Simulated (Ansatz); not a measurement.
Slab of zincblende InP (110), 4 layers

The slab is cut from the zincblende crystal, which needn't be the stable phase, as relaxed on PAW files (26.46 Å³/atom), with 16 Å of vacuum and a dipole correction:

```xyz
8
Lattice="4.2140 0.0000 0.0000 0.0000 5.9595 0.0000 0.0000 0.0000 22.3210" Properties=species:S:1:pos:R:3 pbc="T T T"
In    0.0000    5.2145    8.0000
P     2.1070    3.7247    8.0000
In    2.1070    2.2348   10.1070
P     0.0000    0.7449   10.1070
In    0.0000    5.2145   12.2140
P     2.1070    3.7247   12.2140
In    2.1070    2.2348   14.3210
P     0.0000    0.7449   14.3210
```

Level of theory: DFT with PBE, scalar-relativistic, in Ansatz 0.2.0; a Γ-centred 6×5×1 k mesh, Fermi–Dirac smearing of 0.02 eV, no spin polarisation. LAPW: all electrons, basis error target 1 meV/atom; PAW: frozen-core files, cutoff 420 eV.

The bulk energy comes from a cell in the slab's orientation on a 6×5×6 mesh. The surface energy is (E(slab) − N·E(bulk))/2A at zero smearing, the mean of both faces; thin slabs carry quantum-size effects.

Question: As cut, the LAPW slab lies 2.895 eV above 8 atoms of bulk. What surface energy is that?

Answer: Over two faces of 25.11 Å² it is 57.6 meV/Å², and times 16.02 J/m² per eV/Å² that gives γ = 0.924 J/m².

| method | γ as cut (J/m²) | γ relaxed (J/m²) |
| --- | --- | --- |
| LAPW | 0.924 | 0.571 |
| PAW | 0.925 | 0.573 |

Question: How do the spacings between the planes relax (positions relaxed on PAW files)?

Answer: From the bottom face up: d12 -7.2 % of 2.107 Å, d23 +3.5 % of 2.107 Å, d34 -7.2 % of 2.107 Å. The outer plane rumples by 0.713 Å.

Question: Where do the band edges lie?

Answer: On the k mesh: gap 1.22 eV, valence top 5.24 eV below the vacuum level.

Question: What changes if the vacuum is set to 13 Å?

Answer: LAPW then gives: gap 1.22 eV, valence top 5.24 eV below the vacuum level; PAW: gap 1.22 eV, valence top 5.24 eV below the vacuum level.

Question: A core hole in the 3d shell of In is made on one In atom of each kind in every 1×1 cell (PAW hole dataset, neutral cell, valence without spin). What does it cost by layer?

Answer: layer 1 444.07 eV, layer 2 444.15 eV. Shifts between layers mean more than the absolute values, and a whole layer of holes screens otherwise than one hole.
